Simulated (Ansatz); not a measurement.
Relaxed Sn (diamond):

```yaml
crystal:
  lattice:
    - [0.00000, 3.32768, 3.32768]
    - [3.32768, 0.00000, 3.32768]
    - [3.32768, 3.32768, 0.00000]
  atoms:
    - { symbol: Sn, position: [0.25000, 0.25000, 0.25000] }
    - { symbol: Sn, position: [0.00000, 0.00000, 0.00000] }
```

Scan: atom 1 (Sn, nearest neighbour Sn at 2.882 Å; its periodic images, 4.7 Å or more away, move with it) is displaced along Cartesian [111], direction (0.577, 0.577, 0.577) in Cartesian axes, by s. The other atoms stay.

The numbers are results of PBE (plane waves to 420 eV, PAW, scalar-relativistic; Ansatz, an electronic-structure program), not measurements. k mesh 10×10×10 (Γ-centred), Fermi-Dirac smearing 0.05 eV. Energies are smeared free energies. Left out: 1 of 11 points, with atoms too close for the PAW data. With partly filled bands, energies and forces of such displacements shift with the k mesh and the smearing. Sn was relaxed with its symmetry unable to fall. The relaxed volume of Sn is well above the measured one; the method has no dispersion term. ΔE is measured from the undisplaced structure. The last digit holds for this mesh only.

| s (Å) | ΔE (meV/cell) |
|---|---|
| -0.688 | 3001.1 |
| -0.516 | 1414.9 |
| -0.344 | 535.2 |
| -0.172 | 112.7 |
| 0.000 | 0.0 |
| 0.172 | 81.5 |
| 0.344 | 285.3 |
| 0.516 | 536.0 |
| 0.688 | 769.2 |
| 0.860 | withheld |

### Question
Fit a polynomial form (powers 2, 3, 4) to the given rows and predict ΔE at s = 0.860.

### Answer
Least squares on the 9 given rows: ΔE = (3268)·s² + (-3388)·s³ + (1508)·s⁴, in meV/cell with s in Å; root-mean-square residual 15.03 meV/cell. At 0.860 the fit gives 1086.9 meV/cell; the calculation gives 942.9 meV/cell, so the extrapolation is off by 144.0 (+15.3 %). The quadratic term alone would give 2417.0 meV/cell.

(For displaced atoms, the force is minus the slope of the energy, and its curvature is a force constant, which sets phonon frequencies.)
